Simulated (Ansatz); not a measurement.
The start is a relaxed Hf cell, doubled along one cell vector, shaken by Gaussian noise of σ = 0.08 Å a coordinate. The structure is fully relaxed (lattice and positions, P = 0) with PBEsol (plane waves to 420 eV, PAW, scalar-relativistic; Ansatz, a program for electronic structure). The first steps use a coarse 13×7×13 k-mesh.

Initial structure:
```yaml
crystal:
  lattice:
    - [-1.74503, 1.74503, 1.74503]
    - [3.49005, -3.49005, 3.49005]
    - [1.74503, 1.74503, -1.74503]
  atoms:
    - { symbol: Hf, position: [0.96160, 0.01217, 0.98973] }
    - { symbol: Hf, position: [0.03077, 0.51378, 0.99689] }
```

What is the largest force in the starting geometry, and on which atom (counted from 1)?

0.46 eV/Å, on Hf1, Hf2 (atoms numbered as listed).

How does the volume per atom move from start to end?

+1.7 %, from 21.26 to 21.61 Å³/atom.

Does it find its way back to the structure it was made from?

It does not go back: it reaches P6₃/mmc (No. 194), hcp (Mg type), 0.17 eV/atom below the parent.

How do the shortest distances between atoms change?

The closest pairs of elements (up to four, under 3.6 Å), start → end: Hf–Hf 2.95 → 3.09 Å.

Is the relaxed structure metallic? Give its gap.

No gap (metallic).

Give the final cell and atomic positions.


```cif
data_Hf2
_chemical_formula_sum 'Hf2'
_space_group_name_H-M_alt 'P63/mmc'
_space_group_IT_number 194
_space_group_name_Hall '-P 6c 2c'
_cell_length_a 3.15908
_cell_length_b 3.15908
_cell_length_c 4.99996
_cell_angle_alpha 90.000
_cell_angle_beta 90.000
_cell_angle_gamma 120.000
loop_
_atom_site_label
_atom_site_type_symbol
_atom_site_symmetry_multiplicity
_atom_site_Wyckoff_symbol
_atom_site_fract_x
_atom_site_fract_y
_atom_site_fract_z
_atom_site_occupancy
Hf1 Hf 2 d 0.66667 0.33333 0.25000 1
```

Final values are on a 17×17×9 k-mesh of the relaxed cell. No spin polarisation in the result.

The run could not lose the symmetry of its start.

Of the parent cell (Im-3m (No. 229)): This is a known allotrope of Hf, reached from a generated start. Known forms of Hf include space group No. 194.
